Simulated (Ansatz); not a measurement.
**Data sheet: In2SeS (DFT)**

In2SeS:
```
In2SeS
1.0
    4.00903     0.00000     0.00000
   -2.00452     3.47193     0.00000
    0.00000     0.00000     9.21747
In Se S
2 1 1
Direct
  0.00000   0.00000   0.44943
  0.33333   0.66667   0.02460
  0.33333   0.66667   0.58551
  0.00000   0.00000   0.18845
```

Space group P3m1 (No. 156); conventional cell a = 4.009 Å, b = 4.009 Å, c = 9.217 Å, α = 90.00°, β = 90.00°, γ = 120.00°.

Method: plane-wave PAW PBEsol (Ansatz code). Structure relaxed to zero pressure with the same functional. Other levels are named where they apply.

### Cell and energy

```yaml
volume_per_atom: 32.07 Å³
density: 4.41 g/cm³
Formation energy from the elements (no fitted shifts): -0.38 eV/atom
```

### Electronic structure

```yaml
band_gap: 0.38 eV (indirect)
valence_band_maximum: at K
conduction_band_minimum: at A
smallest_direct_gap_on_the_standard_path: 1.24 eV
electron_effective_mass: 0.17, 0.17, 0.20 mₑ (principal values)
hole_effective_mass: 0.48, 0.68, 0.68 mₑ (principal values)
Hole effective mass with spin–orbit coupling: 0.48, 0.67, 0.67 mₑ (principal values)
Gap with spin–orbit coupling: 0.37 eV
```

### Mechanics

```yaml
Elastic constants (relaxed ions, GPa): C11 = 40.2, C12 = 14.6, C13 = 2.8, C14 = 0.1, C33 = 12.2, C44 = -2.2
mechanical_stability: unstable (C has a negative eigenvalue)
Piezoelectric stress constants (proper, relaxed ions, C/m²): e31 = e32 = -0.06, e33 = -0.07
```

### Dielectric response

```yaml
Electronic dielectric constant ε∞ (DFPT): 7.73 (xx = yy), 6.40 (zz)
Born charges (a third of the trace): In +1.29 to +2.23, Se -1.83, S -1.69 e
```

### Phonons

```yaml
Highest zone-centre frequency (without LO–TO term): 339 cm⁻¹
zone_centre_stability: no imaginary mode at Γ
```

The start of the workflow was typed in or built on a structure type; neither database checked (COD, Materials Project) lists it. Its standing as an ambient phase is unchecked. The cell was relaxed with PBEsol under the symmetry of its start. Signs of piezoelectric constants follow the polarity of the cell as given. The references are the lowest solids computed at this level, not always the standard phases. Scalar-relativistic: spin–orbit coupling is off unless named, which matters more the heavier the elements.

Potentials: the earlier of the program's two PAW sets. The files were generated under PBE; for other functionals the program regenerates the frozen cores, and for LDA and PBEsol the local potential too.
